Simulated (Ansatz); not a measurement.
GaAs under pressure

Computed with DFT LDA, scalar-relativistic, plane waves, PAW in Ansatz 0.2.0. Plane waves to 420 eV; Γ-centred k mesh 12×12×12; fixed occupations. No spin polarisation. Phonons by linear response, acoustic sum rule imposed.

Equilibrium structure at this level:
```cif
data_structure
_symmetry_space_group_name_H-M 'F-43m'
_symmetry_Int_Tables_number 216
_cell_length_a 5.6031
_cell_length_b 5.6031
_cell_length_c 5.6031
_cell_angle_alpha 90.000
_cell_angle_beta 90.000
_cell_angle_gamma 90.000
_cell_volume 175.91
loop_
_atom_site_label
_atom_site_type_symbol
_atom_site_symmetry_multiplicity
_atom_site_Wyckoff_symbol
_atom_site_fract_x
_atom_site_fract_y
_atom_site_fract_z
_atom_site_occupancy
Ga1 Ga 4 a 0.00000 0.00000 0.00000 1
As1 As 4 c 0.25000 0.25000 0.25000 1
```

The run warned that the force constants aren't converged on this k mesh, so the frequencies and all that is formed from them are rough.

Task: The cell is relaxed again at -3 and -1 and 1 and 2 and 4 and 6 and 7 and 9 and 12 and 16 and 18 and 20 and 25 and 30 and 35 and 40 and 50 GPa. How do volume, gap and optical modes at Γ (cm⁻¹, counted from the lowest optical one; a degenerate one stands once) change?

Result:
```
          0 GPa  -3 GPa  -1 GPa  1 GPa  2 GPa  4 GPa  6 GPa  7 GPa  9 GPa  12 GPa  16 GPa  18 GPa  20 GPa  25 GPa  30 GPa  35 GPa  40 GPa  50 GPa
    V/V0  1.000   1.046   1.014  0.987  0.975  0.953  0.933  0.924  0.908   0.885   0.859   0.847   0.836   0.811   0.790   0.771   0.753   0.723
gap (eV)   0.49    0.15    0.38   0.59   0.68   0.86   1.02   1.10   1.10    1.05    0.98    0.94    0.91    0.83    0.76    0.69    0.62    0.50
  mode 1    269     254     264    273    277    285    292    295    302     311     322     328     333     345     356     366     376     394
```